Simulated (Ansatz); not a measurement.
ZrTa:
```
ZrTa
1.0
    0.00000     2.82133     2.82133
    2.82133     0.00000     2.82133
    2.82133     2.82133     0.00000
Ta Zr
1 1
Cartesian
  0.00000   0.00000   0.00000
  2.82133   2.82133   2.82133
```

Relaxed with r²SCAN.

**Question.** Give the Bader charges and basin volumes of the independent atoms, r²SCAN (plane waves, PAW; program Ansatz).

**Answer.** 

| atom | Bader charge (e) | Bader volume (Å³) |
|---|---|---|
| Ta1 | -0.62 | 26.4 |
| Zr2 | +0.62 | 18.6 |

Space group Fm-3m (rock salt). The start of the workflow was typed in or built on a structure type; neither database checked (COD, Materials Project) lists it. Whether it is the stable phase at ambient conditions was not checked. Symmetry was held in the r²SCAN relaxation. At this level the phase is mechanically unstable. No spin polarisation was allowed. Its formation energy is positive at this level, so the cell may be metastable or incomplete. Scalar-relativistic: spin–orbit coupling is off unless named, which matters more the heavier the elements.

Potentials: the later of the program's two PAW sets.
